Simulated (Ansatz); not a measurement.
**Property card for Sb2Se3**

Sb2Se3:
```cif
data_Sb2Se3
_chemical_formula_sum 'Sb2 Se3'
_space_group_name_H-M_alt 'P 1'
_space_group_IT_number 1
_cell_length_a 4.06934
_cell_length_b 4.06934
_cell_length_c 10.56253
_cell_angle_alpha 90.000
_cell_angle_beta 90.000
_cell_angle_gamma 120.000
loop_
_space_group_symop_operation_xyz
  'x, y, z'
loop_
_atom_site_label
_atom_site_type_symbol
_atom_site_fract_x
_atom_site_fract_y
_atom_site_fract_z
_atom_site_occupancy
Sb1 Sb 0.33333 0.66667 0.17948 1
Sb2 Sb 0.66667 0.33333 0.82052 1
Se1 Se 0.00000 0.00000 0.00000 1
Se2 Se 0.33333 0.66667 0.67352 1
Se3 Se 0.66667 0.33333 0.32648 1
```

Space group P-3m1 (No. 164), La2O3 or Ni2Al3 type; conventional cell a = b = 4.069 Å, c = 10.563 Å, α = β = 90.00°, γ = 120.00°.

Method: the program Ansatz at the PBE level (PAW). Structure relaxed to zero pressure with the same functional. Other levels are named where they apply.

### Cell and energy

```json
{
 "volume_per_atom": "30.30 Å³",
 "density": "5.27 g/cm³",
 "Formation energy from the elements (no fitted shifts)": "-259 meV/atom"
}
```

### Electronic structure

```json
{
 "band_gap": "0.40 eV (indirect)",
 "valence_band_maximum": "on the K–Γ line, 88 % of the way from K",
 "conduction_band_minimum": "at Γ",
 "smallest_direct_gap_on_the_standard_path": "0.47 eV",
 "electron_effective_mass": "0.11, 0.11, 0.56 mₑ (principal values)",
 "hole_effective_mass": "0.27, 0.62, 2.2 mₑ (principal values)"
}
```

A made-up cell: these elements were put on the sites of a structure type; neither database checked (COD, Materials Project) lists it. It is not the phase usual at ambient conditions (space group No. 62). Symmetry was held in the PBE relaxation; its stability against distortions is not shown here. The references are the lowest solids computed at this level, not always the standard phases. Scalar-relativistic: spin–orbit coupling is off unless named, which matters more the heavier the elements.

Potentials: the earlier of the program's two PAW sets.
